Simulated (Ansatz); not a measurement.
Polymorphs of AlP, each relaxed with the program Ansatz at the PBE level (PAW):

A: NiAs type (P6_3/mmc), a = b = 3.604 Å, c = 5.776 Å, α = β = 90.00°, γ = 120.00°

B: CsCl type (Pm-3m), a = b = c = 3.1191 Å, α = β = γ = 90.00°

C: Pm-3n, a = b = c = 6.7663 Å, α = β = γ = 90.00°

D: P6_222, a = 3.8505 Å, b = 3.8505 Å, c = 8.6894 Å, α = 90.00°, β = 90.00°, γ = 120.00°

Task: Rank these by energy per atom at 0 K (lowest first), as PBE gives it.

Result: C (+0 meV/atom), D (+45 meV/atom), A (+85 meV/atom), B (+578 meV/atom)

Task: Give each one's gap.

Result: A no gap; B no gap; C 1.49 eV; D 0.95 eV.

Typed or built starts, not in the databases checked: A; B; C; D. Not the usual ambient phase: A; B; C; D. All cells were relaxed under the symmetry of their starts (and spin orders); stability against distortions was not tested throughout.

Energies hold the estimated change up to a 700 eV cutoff; steps of a few meV lie near the error of the meshes.

Potentials: the earlier of the program's two PAW sets.
